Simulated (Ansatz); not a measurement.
Y$_{2}$CI$_{2}$:
Space group P-3m1 (No. 164); a = b = 3.8636 Å, c = 10.5686 Å, α = β = 90.00°, γ = 120.00°

```json
[
 {"atom": "Y", "site": "2d", "symmetry": "3m.", "x": "0.3333", "y": "0.6667", "z": "0.1238"},
 {"atom": "C", "site": "1a", "symmetry": "-3m.", "x": "0.0000", "y": "0.0000", "z": "0.0000"},
 {"atom": "I", "site": "2d", "symmetry": "3m.", "x": "0.6667", "y": "0.3333", "z": "0.3277"}
]
```

Relaxed with r²SCAN+D4. r²SCAN+D4 (plane waves, PAW; program Ansatz) gives a gap of 0.81 eV.

**Question.** What gap does HSE06 give on the same cell (Ansatz, PAW)?

**Answer.** 1.17 eV, 0.36 eV more. The hybrid was solved on a coarser mesh and at special points; the gap given is the minimum over both.

Cost on shared cores: the r²SCAN+D4 run (SCF on a 8×8×3 mesh, then bands and DOS) about 2.3 core-minutes (a rough figure), the HSE06 run (SCF on 5×5×2, then a few points) around 120 core-seconds (rough); the tasks are unlike.

The first step of the workflow began from a Materials Project structure, measured or hypothetical; the Crystallography Open Database copy checked does not list it. Its standing as an ambient phase is unchecked. The cell was relaxed with r²SCAN+D4 under the symmetry of its start; its stability against distortions is not shown here. The run is not spin-polarised. Scalar-relativistic: spin–orbit coupling is off unless named, which matters more the heavier the elements.

Potentials: the later of the program's two PAW sets.
